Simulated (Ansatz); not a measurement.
A relaxed cell of C (P6₃/mmc (No. 194)), relaxed on a k-mesh at least as fine as the one used below. All values below come from r2SCAN (plane waves to 500 eV, PAW, scalar-relativistic; Ansatz, a quantum-chemistry and plane-wave program). Γ-centred k-mesh 15×15×14 on the run's cell (coarser than for final values), Fermi–Dirac smearing 0.05 eV.

```
C
1.0
    4.99954     0.00000     0.00000
   -1.24989     2.16487     0.00000
    0.00000     0.00000     2.24879
C
4
Cartesian
  0.00000   1.44324   0.56220
  2.49977   1.44324   0.56220
  1.24989   0.72162   1.68659
  3.74966   0.72162   1.68659
```

The atoms are displaced along an unstable phonon of this cell by (Å):

```json
[
 {"atom": "C1", "ux": "0.000", "uy": "0.000", "uz": "-0.150"},
 {"atom": "C2", "ux": "0.000", "uy": "0.000", "uz": "0.150"},
 {"atom": "C3", "ux": "0.000", "uy": "0.000", "uz": "0.150"},
 {"atom": "C4", "ux": "0.000", "uy": "0.000", "uz": "-0.150"}
]
```

**Question.** What forces (eV/Å) and pressure result?

**Answer.** 
| atom | Fx | Fy | Fz |
|---|---|---|---|
| C1 | 0.17 | 0.10 | -4.72 |
| C2 | 0.17 | 0.10 | 4.72 |
| C3 | -0.17 | -0.10 | 4.72 |
| C4 | -0.17 | -0.10 | -4.72 |

Pressure -1.1 GPa.

**Question.** Estimate the energy cost of the displacement in the harmonic approximation and compare with the calculation.

**Answer.** For a harmonic well ΔE = −½ Σ F·u = -1.417 eV a cell, or -354 meV/atom. The calculated energy relative to the undisplaced cell is -0.37 eV/atom, so the harmonic estimate holds well.

The undisplaced cell is probably no minimum: from this displacement the run went on to Fd-3m (No. 227), 3.33 eV/atom below it.

No spin polarisation in the result.

The relaxed structure here is a generated cell of C: the first start was made by placing the elements on the sites of a structure type, and the end was not matched to a known phase here, so it may be hypothetical. A known form of C has the same space group but another cell.
